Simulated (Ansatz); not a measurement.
Cu₃Ge:
```cif
data_Cu3Ge
_chemical_formula_sum 'Cu3 Ge1'
_space_group_name_H-M_alt 'P-6m2'
_space_group_IT_number 187
_space_group_name_Hall 'P -6 2'
_cell_length_a 2.69955
_cell_length_b 2.69955
_cell_length_c 8.17666
_cell_angle_alpha 90.000
_cell_angle_beta 90.000
_cell_angle_gamma 120.000
loop_
_atom_site_label
_atom_site_type_symbol
_atom_site_symmetry_multiplicity
_atom_site_Wyckoff_symbol
_atom_site_fract_x
_atom_site_fract_y
_atom_site_fract_z
_atom_site_occupancy
Cu1 Cu 1 b 0.00000 0.00000 0.50000 1
Cu2 Cu 2 i 0.66667 0.33333 0.25754 1
Ge1 Ge 1 a 0.00000 0.00000 0.00000 1
```

Relaxed with r²SCAN.

### Question
Which orbitals make up the states near the Fermi level in DFT-r²SCAN in the program Ansatz with PAW potentials?

### Answer
Within 0.5 eV of the Fermi level: Ge 4p 27 %, Cu 3d 26 %, Cu 4s 26 %, Ge 4s 8 %, outside the projected shells 13 %. Projections are on Löwdin-orthogonalised atomic valence shells; empty p or d shells of many metals are not among them.

### Question
Tabulate the density of states.

### Answer
States/eV per cell of 4 atoms, in 0.25 eV bins, energy from the Fermi level.

```tsv
E (eV)	total	Cu 3d	Cu 4s	Ge 4p
-7.85	0.68	0.06	0.24	0.15
-7.60	0.57	0.04	0.26	0.13
-7.35	0.61	0.05	0.29	0.14
-7.10	0.58	0.05	0.31	0.13
-6.85	0.76	0.09	0.33	0.22
-6.60	0.85	0.12	0.36	0.28
-6.35	0.88	0.15	0.39	0.28
-6.10	1.00	0.21	0.41	0.32
-5.85	1.14	0.31	0.44	0.32
-5.60	1.52	0.54	0.52	0.36
-5.35	1.70	0.73	0.50	0.37
-5.10	2.38	1.33	0.52	0.43
-4.85	3.20	2.27	0.49	0.36
-4.60	4.11	3.16	0.47	0.38
-4.35	6.34	5.63	0.30	0.28
-4.10	9.54	8.65	0.25	0.45
-3.85	8.67	7.96	0.17	0.34
-3.60	8.53	7.77	0.24	0.25
-3.35	12.91	12.20	0.21	0.35
-3.10	12.06	11.65	0.15	0.16
-2.85	11.32	10.89	0.15	0.20
-2.60	7.46	6.99	0.15	0.22
-2.35	11.26	10.83	0.11	0.20
-2.10	9.65	9.17	0.12	0.12
-1.85	10.81	10.27	0.15	0.25
-1.60	2.75	2.08	0.22	0.31
-1.35	1.97	1.22	0.26	0.33
-1.10	1.58	0.81	0.26	0.35
-0.85	1.36	0.58	0.26	0.34
-0.60	1.35	0.50	0.32	0.33
-0.35	1.35	0.42	0.34	0.35
-0.10	1.31	0.35	0.32	0.38
0.15	1.15	0.27	0.31	0.31
0.40	1.16	0.24	0.32	0.31
0.65	1.12	0.21	0.30	0.33
0.90	1.05	0.17	0.27	0.35
1.15	0.85	0.12	0.22	0.29
1.40	0.83	0.10	0.23	0.24
1.65	0.99	0.10	0.28	0.24
1.90	1.18	0.11	0.35	0.28
2.15	1.19	0.10	0.35	0.31
2.40	1.33	0.10	0.45	0.26
2.65	1.24	0.08	0.41	0.23
2.90	1.14	0.07	0.36	0.22
3.15	1.27	0.07	0.36	0.27
3.40	1.24	0.06	0.33	0.30
3.65	1.14	0.05	0.29	0.27
3.90	1.12	0.04	0.27	0.25
4.15	0.94	0.03	0.22	0.23
4.40	0.95	0.03	0.21	0.24
4.65	1.33	0.04	0.35	0.34
4.90	1.44	0.05	0.42	0.34
```

The first step of the workflow began from a Materials Project structure, measured or hypothetical; the Crystallography Open Database copy checked does not list it. Its standing as an ambient phase is unchecked. Symmetry was held in the r²SCAN relaxation; whether a distortion lowers the energy is not shown. The run is not spin-polarised. Its formation energy is positive at this level, so the cell may be metastable or incomplete. Spin–orbit coupling is left out wherever it is not named.

Potentials: the later of the program's two PAW sets.
